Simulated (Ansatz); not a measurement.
## Notes on a calculation: I (solid)

Method: PBEsol, scalar-relativistic; no spin polarisation; PAW, 420 eV, 12×12×6 k-mesh, Gaussian smearing of 0.05 eV; code Ansatz. The datasets are Ansatz's generated set soft_2.

The database's entry of this formula in the relaxed cell's space group, Cmce, has axes of 4.790 × 7.270 × 9.793 Å and 42.63 Å³/atom (1963), the relaxed one 4.376 × 7.492 × 9.648 Å and 39.54.

Starting cell:

```
I
1.0
     3.55953   -2.32998    0.00000
     3.55953    2.32998    0.00000
     0.00000    0.00000    9.79560
I
4
Direct
  0.84515 0.15485 0.11750
  0.15485 0.84515 0.88250
  0.34515 0.65485 0.38250
  0.65485 0.34515 0.61750
```

The steps in volume:

| run | level | k-mesh | kind | V (Å³/atom) | P (GPa) | E − E(final) (meV/atom) | gap on the mesh (eV) |
| --- | --- | --- | --- | --- | --- | --- | --- |
| 1 | PBEsol | 12×12×6 | cell and atoms relaxed | 39.54 | 0.0 | 0.0 | 0.81 |

At this volume the pressure is 0.04 GPa.

The final structure (symmetry read at 0.01 Å). It takes space group Cmce (No. 64, orthorhombic). Conventional cell: a = 7.492 Å, b = 4.376 Å, c = 9.648 Å, α = 90.00°, β = 90.00°, γ = 90.00°. Around I (site symmetry m) lie 1 I at 2.81 Å. (Neighbours are counted to 15 % beyond the shortest distance.)

- At the final geometry the gap, band path included, is 0.77 eV.
- The runs in the table took roughly 7 core-minutes.

**Why it comes out so.**

Within 0.6 eV of the edges the projected states are 99 % I 5p at the top of the valence band and 98 % I 5p at the bottom of the conduction band. 

Semilocal functionals underestimate band gaps, commonly by a third or more. Scalar-relativistic only: spin–orbit splittings of the heavy atoms' levels are missing. The structure is built of weakly bound molecules, and this functional has no dispersion term, so their spacing and all that hangs on it (volume, the soft elastic constants, low modes, dielectric constants) are poorly given.
